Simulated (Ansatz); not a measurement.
Sn$_{5}$Se$_{8}$ in space group P-3m1 (No. 164; Pearson symbol hP13), PBE in the plane-wave PAW code Ansatz, all energies at zero smearing, with the estimated change up to a 700 eV cutoff added, with one set of potentials and settings (totals compare only within such a set). Cell of 13 atoms (5 Sn, 8 Se): -73878.476 eV.

| element | reference phase | E (eV/atom) |
|---|---|---|
| Sn | Fd-3m, 2 atoms in the cell | -6024.2887 |
| Se | P3_121, 3 atoms in the cell | -5469.0896 |

Formation energy per atom, worked out: (-73878.476 − 5×(-6024.2887) − 8×(-5469.0896))/13 = -0.332 eV/atom (-32 kJ per mol of atoms), at 0 K, without zero-point energy or fitted corrections.

The start of the workflow was typed in or built on a structure type; neither database checked (COD, Materials Project) lists it. Its standing as an ambient phase is unchecked. Symmetry was held in the PBE relaxation; whether a distortion lowers the energy is not shown. The references are the lowest solids computed at this level, not always the standard phases. Scalar-relativistic: spin–orbit coupling is off unless named, which matters more the heavier the elements.

Potentials: the earlier of the program's two PAW sets.
